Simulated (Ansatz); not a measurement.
Here is the system:

SrP:
```
SrP
1.0
    8.07680     0.00000     0.00000
   -4.03840     6.99472     0.00000
    0.00000     0.00000     6.05115
Sr P
6 6
Cartesian
 -2.58541   4.47807   3.02557
  5.17083   0.00000   3.02557
  1.45299   2.51665   3.02557
 -1.23230   2.13441   0.00000
  2.46461   0.00000   0.00000
  2.80610   4.86030   0.00000
  4.03840   2.33157   1.15695
  4.03840   2.33157   4.89419
  0.00000   4.66314   1.15695
  0.00000   4.66314   4.89419
  0.00000   0.00000   4.15227
  0.00000   0.00000   1.89888
```

This is the r²SCAN-relaxed structure. Tensor components refer to the Cartesian frame of this cell.

Question: All from plane-wave PAW r²SCAN (Ansatz code), unless another level is named. Predict the gap with spin–orbit coupling.

Answer: 0.74 eV.

Question: What about the smallest direct gap on the standard path?

Answer: 1.41 eV.

Question: Next, the hole effective mass, band 1 of 2 at the edge?

Answer: 0.85 along x, 0.41 along z (mₑ).

Question: What about the weight of the valence-edge state by species (Voronoi cells)?

Answer: P 83 %, Sr 17 %.

Question: What about the weight of the conduction-edge state by species (Voronoi cells)?

Answer: P 63 %, Sr 37 %.

Space group P-62m. The first step of the workflow began from a Materials Project structure, measured or hypothetical; the Crystallography Open Database files this formula in space group No. 189, but the cells were not matched. Whether it is the stable phase at ambient conditions was not checked. The r²SCAN relaxation kept the symmetry of its start; its stability against distortions is not shown here. Scalar-relativistic: spin–orbit coupling is off unless named, which matters more the heavier the elements.

Potentials: the later of the program's two PAW sets.
